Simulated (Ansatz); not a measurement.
Slab of bcc Mo (110), 3 layers

The slab is cut from the bcc crystal, the stable phase, as relaxed on PAW files (15.32 Å³/atom), with 16 Å of vacuum and a dipole correction:

```xyz
3
Lattice="2.7101 0.0000 0.0000 -0.9034 2.5551 0.0000 0.0000 0.0000 20.4256" Properties=species:S:1:pos:R:3 pbc="T T T"
Mo    0.0000    0.0000    8.0000
Mo    0.9034    1.2776   10.2128
Mo    0.0000    0.0000   12.4256
```

All numbers are PBEsol results (scalar-relativistic) from Ansatz 0.2.0, with a Γ-centred 13×13×1 k mesh, Fermi–Dirac smearing of 0.05 eV, no spin polarisation. Methods: LAPW: all electrons, basis error target 1 meV/atom; PAW: frozen-core files, cutoff 420 eV.

The bulk energy comes from a cell in the slab's orientation on a 13×13×8 mesh. The surface energy is (E(slab) − N·E(bulk))/2A at zero smearing, the mean of both faces; thin slabs carry quantum-size effects.

The PAW files were made under PBE.

**Question.** As cut, the LAPW slab lies 2.844 eV above 3 atoms of bulk. What surface energy is that?

**Answer.** Over two faces of 6.92 Å² it is 205.4 meV/Å², and times 16.02 J/m² per eV/Å² that gives γ = 3.291 J/m².

| method | γ as cut (J/m²) | γ relaxed (J/m²) | Φ as cut (eV) | Φ relaxed (eV) |
| --- | --- | --- | --- | --- |
| LAPW | 3.291 | 3.226 | 4.76 | 4.76 |
| PAW | 3.290 | 3.225 | 4.76 | 4.76 |

**Question.** How do the spacings between the planes relax?

**Answer.** From the bottom face up: d12 -3.7 % of 2.213 Å, d23 -3.7 % of 2.213 Å.

**Question.** What changes if relativity is switched off, at the same positions?

**Answer.** LAPW then gives: no gap, work function 4.69 eV.

**Question.** What changes if the images along the normal are cut off in place of the dipole correction?

**Answer.** LAPW then gives: no gap, work function 4.76 eV; PAW: no gap, work function 4.76 eV.

**Question.** A 3d core hole is made on one atom of each kind in every 1×1 cell (PAW hole dataset, neutral cell, valence without spin). What does it cost by layer?

**Answer.** layer 1 226.91 eV, layer 2 227.25 eV. Shifts between layers mean more than the absolute values, and a whole layer of holes screens otherwise than one hole.
